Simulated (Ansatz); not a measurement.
Does relaxation matter for the field gradients of CdSe with Zn replacing Cd?

Start: a supercell of CdSe (wurtzite type, P6_3mc) built from an entry of the Crystallography Open Database (COD) (the entry's cell lengths or inner coordinates differ somewhat from later room-temperature determinations), with all atoms left at the host's positions.

Space group P3m1 (No. 156); a = 8.6000, c = 14.0400 Å, γ = 120.00°.

| site | Wyckoff | site symmetry | x | y | z |
| --- | --- | --- | --- | --- | --- |
| Zn | 1a | 3m. | 0.0000 | 0.0000 | 0.0000 |
| Cd2 | 1a | 3m. | 0.0000 | 0.0000 | 0.5000 |
| Cd3 | 3d | .m. | 0.0000 | 0.5000 | 0.0000 |
| Cd4 | 3d | .m. | 0.0000 | 0.5000 | 0.5000 |
| Cd9 | 3d | .m. | 0.1667 | 0.8333 | 0.2500 |
| Cd10 | 3d | .m. | 0.1667 | 0.8333 | 0.7500 |
| Cd15 | 1c | 3m. | 0.6667 | 0.3333 | 0.2500 |
| Cd16 | 1c | 3m. | 0.6667 | 0.3333 | 0.7500 |
| Se17 | 1a | 3m. | 0.0000 | 0.0000 | 0.1925 |
| Se18 | 1a | 3m. | 0.0000 | 0.0000 | 0.6925 |
| Se19 | 3d | .m. | 0.0000 | 0.5000 | 0.1925 |
| Se20 | 3d | .m. | 0.0000 | 0.5000 | 0.6925 |
| Se25 | 3d | .m. | 0.1667 | 0.8333 | 0.4425 |
| Se26 | 3d | .m. | 0.1667 | 0.8333 | 0.9425 |
| Se31 | 1c | 3m. | 0.6667 | 0.3333 | 0.4425 |
| Se32 | 1c | 3m. | 0.6667 | 0.3333 | 0.9425 |

One atom of each set is listed.

The numbers come from a DFT calculation in Ansatz (PBE, plane waves and PAW, scalar-relativistic, 420 eV cutoff, Γ-centred 3×3×2 k-points, Fermi–Dirac smearing 0.01 eV).

The largest force at the start is 1.0 eV/Å. Relaxing the ions at fixed cell moves them by 0.194 Å at most (atom 17, Se) and 0.069 Å rms.

```csv
site,moved (Å),first shell before,first shell after,V_zz before (10²¹ V/m²),η before
Zn,0.033,4 Se at 2.61–2.70 Å,4 Se at 2.48–2.49 Å,1.31,0.00
Cd2,0.030,4 Se at 2.61–2.70 Å,4 Se at 2.64 Å,2.96,0.00
Cd3,0.019,4 Se at 2.61–2.70 Å,4 Se at 2.64–2.66 Å,2.98,0.01
Cd4,0.041,4 Se at 2.61–2.70 Å,4 Se at 2.64–2.65 Å,3.05,0.00
Cd9,0.030,4 Se at 2.61–2.70 Å,4 Se at 2.64–2.65 Å,3.08,0.02
Cd10,0.095,4 Se at 2.61–2.70 Å,4 Se at 2.63–2.65 Å,3.06,0.01
Cd15,0.048,4 Se at 2.61–2.70 Å,4 Se at 2.64 Å,3.07,0.00
Se17,0.194,"3 Cd at 2.61 Å, 1 Zn at 2.70 Å","1 Zn at 2.48 Å, 3 Cd at 2.65 Å",0.87,0.00
Se18,0.036,4 Cd at 2.61–2.70 Å,4 Cd at 2.63–2.64 Å,-1.61,0.00
Se19,0.040,4 Cd at 2.61–2.70 Å,4 Cd at 2.64 Å,-1.45,0.09
Se20,0.028,4 Cd at 2.61–2.70 Å,4 Cd at 2.64–2.65 Å,-1.47,0.02
Se25,0.064,4 Cd at 2.61–2.70 Å,4 Cd at 2.64–2.65 Å,-1.48,0.00
Se26,0.130,"3 Cd at 2.61–2.70 Å, 1 Zn at 2.61 Å","1 Zn at 2.49 Å, 3 Cd at 2.65–2.66 Å",3.46,0.64
Se31,0.010,4 Cd at 2.61–2.70 Å,4 Cd at 2.64 Å,-1.52,0.00
Se32,0.060,4 Cd at 2.61–2.70 Å,4 Cd at 2.64 Å,-1.41,0.00
```

Problem. What are V_zz and η after the relaxation?

Solution. 

```tsv
site	V_zz after	η after	change of V_zz
Zn	-0.20	0.00	-1.51
Cd2	0.097	0.00	-2.87
Cd3	1.64	0.22	–
Cd4	0.32	0.50	-2.73
Cd9	0.87	0.26	-2.21
Cd10	-0.70	0.51	–
Cd15	0.076	0.00	-3.00
Se17	2.77	0.00	+1.90
Se18	1.18	0.00	+2.79
Se19	-0.92	0.32	–
Se20	1.19	0.29	+2.66
Se25	1.47	0.01	+2.95
Se26	3.02	0.08	-0.44
Se31	0.58	0.00	+2.10
Se32	-0.33	0.00	+1.08
```

The largest change of V_zz along a kept axis is on Cd15, from 3.07 to 0.076. Where |V_zz| stays above 0.1 and the axes keep their order, η moves most on Se26, from 0.64 to 0.08. V_zz changes sign on Se18 (same axis), Se31 (same axis), Se25 (axis turned by 28°), Se20 (axis turned by 23°), Zn (same axis). On Cd10, Cd3, Se19 the largest principal value lies along another axis in the second run, so the two V_zz can't be compared directly. The table leaves out 1 of the 16 sites, with |V_zz| up to 3.01; their tensors move by 2.21 at most along any direction. The statements above cover all sites. The host's own positions weren't relaxed first, so part of the change far from the defect can be the host's relaxation.

The defect repeats with the cell of 32 atoms, so it feels its images: sites between two images don't show the values beside a lone defect, and zeros or small values of η there can come from the images' arrangement. Cd and Se carry a gradient in the pure host already, so the values there aren't the defect's effect alone. Without spin–orbit coupling (the program notes it for Cd) the gradients can shift somewhat, as the gap is small. With a gap of 0.7 eV on this mesh, small gradients can still move by 0.1 × 10²¹ V/m² or more as the k-mesh gets denser.
Before: The neighbours have not yet relaxed around the defect (largest force 1.0 eV/Å), so a real crystal will differ.
After: The relaxation keeps the site symmetry 3m of the start, so the impurity can move only along its axis; a start off the site could end lower.
